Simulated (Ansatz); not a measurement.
Nb₄NiSe₈:
```yaml
crystal:
  lattice:
    - [6.96760, 0.00000, 0.00000]
    - [-3.48380, 6.03411, 0.00000]
    - [0.00000, 0.00000, 12.61787]
  atoms:
    - { symbol: Nb, position: [0.00000, 0.00000, 0.75000] }
    - { symbol: Nb, position: [0.00000, 0.00000, 0.25000] }
    - { symbol: Nb, position: [0.01906, 0.50953, 0.75000] }
    - { symbol: Nb, position: [0.98094, 0.49047, 0.25000] }
    - { symbol: Nb, position: [0.50953, 0.01906, 0.25000] }
    - { symbol: Nb, position: [0.49047, 0.98094, 0.75000] }
    - { symbol: Nb, position: [0.49047, 0.50953, 0.75000] }
    - { symbol: Nb, position: [0.50953, 0.49047, 0.25000] }
    - { symbol: Ni, position: [0.00000, 0.00000, 0.00000] }
    - { symbol: Ni, position: [0.00000, 0.00000, 0.50000] }
    - { symbol: Se, position: [0.66667, 0.33333, 0.38725] }
    - { symbol: Se, position: [0.33333, 0.66667, 0.61275] }
    - { symbol: Se, position: [0.33333, 0.66667, 0.88725] }
    - { symbol: Se, position: [0.66667, 0.33333, 0.11275] }
    - { symbol: Se, position: [0.83233, 0.66465, 0.88002] }
    - { symbol: Se, position: [0.16767, 0.33535, 0.11998] }
    - { symbol: Se, position: [0.16767, 0.83233, 0.38002] }
    - { symbol: Se, position: [0.83233, 0.16767, 0.61998] }
    - { symbol: Se, position: [0.33535, 0.16767, 0.88002] }
    - { symbol: Se, position: [0.66465, 0.83233, 0.11998] }
    - { symbol: Se, position: [0.16767, 0.33535, 0.38002] }
    - { symbol: Se, position: [0.83233, 0.66465, 0.61998] }
    - { symbol: Se, position: [0.83233, 0.16767, 0.88002] }
    - { symbol: Se, position: [0.16767, 0.83233, 0.11998] }
    - { symbol: Se, position: [0.66465, 0.83233, 0.38002] }
    - { symbol: Se, position: [0.33535, 0.16767, 0.61998] }
```
The run is spin-polarised; directions of the spins, atom by atom: 0 0 0 0 0 0 0 0 ↑ ↑ 0 0 0 0 0 0 0 0 0 0 0 0 0 0 0 0.

Relaxed with r²SCAN. Special points in fractions of this cell's reciprocal vectors: Γ (0.000, 0.000, 0.000); M (0.500, 0.000, 0.000); K (0.333, 0.333, 0.000); A (0.000, 0.000, 0.500); L (0.500, 0.000, 0.500); H (0.333, 0.333, 0.500).

### Question
List the band energies nearest the Fermi level at these points for r²SCAN (plane waves, PAW; program Ansatz).

### Answer
In eV from the Fermi level; about four levels below and three above (degenerate sets whole), none deeper than 8.9 eV; points with the same levels are listed once.

```csv
k,below,above
Γ ↑,-0.53 -0.24 -0.24 -0.22,0.08 0.93 2.42 2.42
M ↑,-0.46 -0.46 -0.32 -0.24,0.09 0.52 1.46
K ↑,-0.47 -0.47 -0.42 -0.42 -0.40,0.55 0.55 1.26
A ↑,-0.31 -0.31 -0.31 -0.31,0.73 0.73 2.44 2.44 2.44 2.44
L ↑,-0.39 -0.39 -0.29 -0.29,0.35 0.35 1.71 1.71
H ↑,-0.46 -0.46 -0.40 -0.40,0.61 0.61 1.44 1.44
Γ ↓,-0.50 -0.50 -0.46 -0.37,0.39 0.68 0.68
M ↓,-0.32 -0.26 -0.22 -0.07,0.02 0.21 0.53
K ↓,-0.51 -0.35 -0.35 -0.17,0.06 0.06 0.70 0.70
A ↓,-0.59 -0.59 -0.59 -0.59 -0.29 -0.29,0.68 0.68 0.68 0.68
L ↓,-0.37 -0.37 -0.23 -0.23,0.00 0.00 0.39 0.39
H ↓,-0.34 -0.34 -0.29 -0.29,0.15 0.15 0.35 0.35
```

Space group P6_3/mmc. The workflow started from a Materials Project entry (that database holds measured and hypothetical structures alike); the Crystallography Open Database copy checked does not list it. Its standing as an ambient phase is unchecked. The cell was relaxed with r²SCAN under the symmetry of its start; its stability against distortions is not shown here. The final state is ferromagnetic, the only order run, not a proven ground state. Other orbital occupations within this spin state were not tried. No Hubbard U is applied. The compound may be a true metal, but semilocal functionals without U, or a wrong spin order, can also close a gap. Spin–orbit coupling is left out wherever it is not named.

Potentials: the later of the program's two PAW sets.
